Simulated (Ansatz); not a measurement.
Au:
```xyz
1
Lattice="0.0000 2.0409 2.0409 2.0409 0.0000 2.0409 2.0409 2.0409 0.0000" Properties=species:S:1:pos:R:3 pbc="T T T"
Au     0.0000     0.0000     0.0000
```

Relaxed with PBEsol.

**Question.** Which orbitals make up the states near the Fermi level in PBEsol (plane waves, PAW; program Ansatz)?

**Answer.** Within 0.5 eV of the Fermi level: Au 6s 42 %, Au 5d 37 %, outside the projected shells 21 %. Projections are on Löwdin-orthogonalised atomic valence shells; empty p or d shells of many metals are not among them.

**Question.** Tabulate the density of states.

**Answer.** States/eV per cell of 1 atom, in 0.25 eV bins, energy from the Fermi level.

```tsv
E (eV)	total	Au 5d	Au 6s
-7.85	0.20	0.03	0.16
-7.60	0.26	0.06	0.20
-7.35	0.53	0.25	0.27
-7.10	0.76	0.45	0.30
-6.85	1.23	0.88	0.34
-6.60	1.76	1.44	0.31
-6.35	1.76	1.55	0.20
-6.10	1.62	1.49	0.12
-5.85	1.28	1.22	0.05
-5.60	1.46	1.41	0.03
-5.35	1.85	1.78	0.05
-5.10	1.92	1.83	0.06
-4.85	2.05	1.94	0.08
-4.60	2.64	2.47	0.12
-4.35	2.99	2.85	0.10
-4.10	1.66	1.54	0.09
-3.85	1.68	1.57	0.07
-3.60	1.82	1.72	0.06
-3.35	2.14	2.05	0.06
-3.10	1.82	1.74	0.05
-2.85	1.62	1.56	0.04
-2.60	1.60	1.54	0.04
-2.35	1.79	1.74	0.04
-2.10	2.67	2.62	0.04
-1.85	1.88	1.81	0.06
-1.60	0.57	0.49	0.07
-1.35	0.29	0.19	0.08
-1.10	0.29	0.17	0.09
-0.85	0.29	0.15	0.10
-0.60	0.29	0.14	0.11
-0.35	0.29	0.12	0.11
-0.10	0.28	0.11	0.12
0.15	0.29	0.10	0.12
0.40	0.28	0.09	0.12
0.65	0.28	0.08	0.12
0.90	0.28	0.07	0.13
1.15	0.28	0.06	0.12
1.40	0.27	0.05	0.12
1.65	0.27	0.05	0.12
1.90	0.26	0.04	0.12
2.15	0.25	0.03	0.12
2.40	0.25	0.03	0.12
2.65	0.25	0.03	0.13
2.90	0.24	0.03	0.14
3.15	0.43	0.05	0.29
3.40	0.38	0.04	0.23
3.65	0.32	0.03	0.17
3.90	0.28	0.02	0.13
4.15	0.25	0.02	0.10
4.40	0.26	0.02	0.08
4.65	0.30	0.01	0.07
```

Space group Fm-3m (fcc (Cu type)). Symmetry was held in the PBEsol relaxation. Spin–orbit coupling is left out wherever it is not named.

Potentials: the later of the program's two PAW sets.
